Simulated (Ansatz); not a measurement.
Total density of states per atom from PBEsol (plane waves, PAW; program Ansatz), in 0.25 eV bins, energy from the Fermi level:

(E (eV), states/eV/atom): (-7.85, 0.17); (-7.60, 0.15); (-7.35, 0.19); (-7.10, 0.16); (-6.85, 0.19); (-6.60, 0.34); (-6.35, 0.24); (-6.10, 0.19); (-5.85, 0.18); (-5.60, 0.26); (-5.35, 0.33); (-5.10, 0.32); (-4.85, 0.34); (-4.60, 0.38); (-4.35, 0.42); (-4.10, 0.49); (-3.85, 1.04); (-3.60, 0.77); (-3.35, 0.40); (-3.10, 0.72); (-2.85, 1.45); (-2.60, 3.23); (-2.35, 2.32); (-2.10, 0.84); (-1.85, 1.27); (-1.60, 0.48); (-1.35, 1.09); (-1.10, 2.44); (-0.85, 2.34); (-0.60, 0.77); (-0.35, 0.58); (-0.10, 0.47); (0.15, 0.40); (0.40, 0.33); (0.65, 0.28); (0.90, 0.24); (1.15, 0.20); (1.40, 0.16); (1.65, 0.19); (1.90, 0.63); (2.15, 0.61); (2.40, 0.43); (2.65, 0.39); (2.90, 0.39); (3.15, 0.40); (3.40, 0.47); (3.65, 0.42); (3.90, 0.47); (4.15, 0.39); (4.40, 0.39); (4.65, 0.38)

Problem. Which compound is it?
A) Al, Fd-3m (Al on 8a, Al on 16d)
B) AlNi, Fd-3m (Ni on 8b, Al on 8a)
C) AlSiCN, P3m1 (Pearson symbol hP8)
D) Al3SiCN3, P3m1 (Pearson symbol hP8)

Solution. B, AlNi, Fd-3m (Ni on 8b, Al on 8a). Within 0.5 eV of the Fermi level: Ni 3d 61 %, Al 3p 26 %, outside the projected shells 5 %. Projections are on Löwdin-orthogonalised atomic valence shells; empty p or d shells of many metals are not among them.

The start of the workflow was typed in or built on a structure type; neither database checked (COD, Materials Project) lists it. It is not the phase usual at ambient conditions (space group No. 221). The cell was relaxed with PBEsol under the symmetry of its start. At this level the phase is mechanically unstable. The workflow began spin-polarised and lost its moments.

Potentials: the earlier of the program's two PAW sets. The files were generated under PBE; for other functionals the program regenerates the frozen cores, and for LDA and PBEsol the local potential too.
